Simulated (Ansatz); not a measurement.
BaZrS3 (Pnma), relaxed with LDA (Ansatz, a program for electronic structure, plane waves, PAW): a = 7.0255 Å, b = 9.8356 Å, c = 6.8536 Å, α = 90.00°, β = 90.00°, γ = 90.00°.

* **gap (eV)**: 0.85
* **ΔH_f (eV/atom)**: -1.95
* **B₀ by P(V) fit (GPa)**: 80.4
* **K_Hill (GPa)**: 81.4
* **G_Hill (GPa)**: 36.1
* **highest Γ mode, no LO–TO term (cm⁻¹)**: 427
* **electron conductivity mass (mₑ)**: 0.26
* **Θ_D (K)**: 326

Question: The same phase is relaxed and computed with PBEsol in the same code. What are the cell and these values now?

Answer: a = 7.0751 Å, b = 9.9100 Å, c = 6.9216 Å, α = β = γ = 90.00°.

- gap (eV): 0.92
- ΔH_f (eV/atom): -1.90
- B₀ by P(V) fit (GPa): 75.6
- K_Hill (GPa): 76.4
- G_Hill (GPa): 35.0
- highest Γ mode, no LO–TO term (cm⁻¹): 419
- electron conductivity mass (mₑ): 0.27
- Θ_D (K): 322

All cells were relaxed under the symmetry of their starts (and spin orders); stability against distortions was not tested throughout. Rows with no word on spin ran without spin polarisation. Scalar-relativistic: spin–orbit coupling is off unless named, which matters more the heavier the elements.

Potentials: the later of the program's two PAW sets.

Ansatz is a plane-wave DFT program.

Formation energies count from the lowest solids of the elements computed at the same level, not from gases.
